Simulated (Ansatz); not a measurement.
Input:

TiC:
Space group Fm-3m (No. 225); a = 4.261 Å, b = 4.261 Å, c = 4.261 Å, α = 90.00°, β = 90.00°, γ = 90.00°

| atom | site | symmetry | x | y | z |
|---|---|---|---|---|---|
| Ti | 4a | m-3m | 0.0000 | 0.0000 | 0.0000 |
| C | 4b | m-3m | 0.5000 | 0.5000 | 0.5000 |
(The calculation used a cell of 2 atoms; values per cell refer to that cell.)

This is the LDA-relaxed structure.

Question: All from LDA in the plane-wave PAW code Ansatz, unless another level is named. Predict the electronic character.

Answer: metallic (no gap).

Question: Next, the formation energy from the elements (no fitted shifts)?

Answer: -0.93 eV/atom.

Question: What about the density of states at the Fermi level?

Answer: 0.13 states/eV per atom (mean over ±0.08 eV).

The cell was relaxed with LDA under the symmetry of its start. No spin polarisation was allowed. The references are the lowest solids computed at this level, not always the standard phases.

Potentials: the earlier of the program's two PAW sets. The files were generated under PBE; for other functionals the program regenerates the frozen cores, and for LDA and PBEsol the local potential too.
